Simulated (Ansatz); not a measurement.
NbB₂ in space group P6/mmm (No. 191; Nb on 1a, B on 2d) under volume change, plane-wave PAW PBEsol (Ansatz code), shape and atoms relaxed at each volume.

```tsv
V (Å³/atom)	E − E(relaxed) (meV/atom)	P (GPa)
8.280	81.0	34.28
8.553	34.1	21.08
8.826	8.1	9.73
9.099	0.0	-0.01
9.372	7.4	-8.40
9.645	28.0	-15.62
9.918	60.0	-21.82
```

What does a third-order Birch–Murnaghan fit give for V₀, B₀ and B′?

V₀ = 9.10 Å³/atom, B₀ = 301 GPa, B′ = 4.0.

The first step of the workflow began from a Materials Project structure, measured or hypothetical; the Crystallography Open Database files this formula in space group No. 191, but the cells were not matched. Its standing as an ambient phase is unchecked. The cell was relaxed with PBEsol under the symmetry of its start; of distortions, only those at the zone centre were tested. The run is not spin-polarised.

Potentials: the later of the program's two PAW sets.
